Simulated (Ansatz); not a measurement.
CuIr2S4:
```yaml
crystal:
  lattice:
    - [0.00000, 4.85407, 4.85407]
    - [4.85407, 0.00000, 4.85407]
    - [4.85407, 4.85407, 0.00000]
  atoms:
    - { symbol: Cu, position: [0.50000, 0.50000, 0.50000] }
    - { symbol: Cu, position: [0.75000, 0.75000, 0.75000] }
    - { symbol: Ir, position: [0.12500, 0.12500, 0.12500] }
    - { symbol: Ir, position: [0.62500, 0.12500, 0.12500] }
    - { symbol: Ir, position: [0.12500, 0.12500, 0.62500] }
    - { symbol: Ir, position: [0.12500, 0.62500, 0.12500] }
    - { symbol: S, position: [0.88417, 0.88417, 0.88417] }
    - { symbol: S, position: [0.90250, 0.36583, 0.36583] }
    - { symbol: S, position: [0.88417, 0.88417, 0.34750] }
    - { symbol: S, position: [0.36583, 0.90250, 0.36583] }
    - { symbol: S, position: [0.34750, 0.88417, 0.88417] }
    - { symbol: S, position: [0.36583, 0.36583, 0.36583] }
    - { symbol: S, position: [0.88417, 0.34750, 0.88417] }
    - { symbol: S, position: [0.36583, 0.36583, 0.90250] }
```

Relaxed with LDA. Special points in fractions of this cell's reciprocal vectors: Γ (0.000, 0.000, 0.000); X (0.500, 0.000, 0.500); U (0.625, 0.250, 0.625); K (0.375, 0.375, 0.750); L (0.500, 0.500, 0.500); W (0.500, 0.250, 0.750).

Problem. List the band energies nearest the Fermi level at these points for LDA in the plane-wave PAW code Ansatz.

Solution. In eV from the Fermi level; about four levels below and three above (degenerate sets whole), none deeper than 8.9 eV; points with the same levels are listed once.

| k | below | above |
|---|---|---|
| Γ | -1.10 -1.10 -1.10 -0.38 -0.38 -0.38 | 3.17 3.17 3.17 |
| X | -0.38 -0.38 -0.09 -0.09 | 0.26 0.26 1.26 1.26 |
| U | -0.67 -0.35 -0.30 -0.13 | 0.04 0.28 1.37 |
| L | -0.50 -0.50 -0.45 -0.44 -0.44 | 2.22 2.22 2.31 |
| W | -0.64 -0.64 -0.12 -0.12 | 0.20 0.20 1.45 1.45 |

Space group Fd-3m (spinel). The workflow started from an entry of the Crystallography Open Database (COD, 295 K), which files this formula under 2 space groups. Its standing as an ambient phase is unchecked. The cell was relaxed with LDA under the symmetry of its start; of distortions, only those at the zone centre were tested. The run is not spin-polarised. Spin–orbit coupling is left out wherever it is not named.

Potentials: the later of the program's two PAW sets.
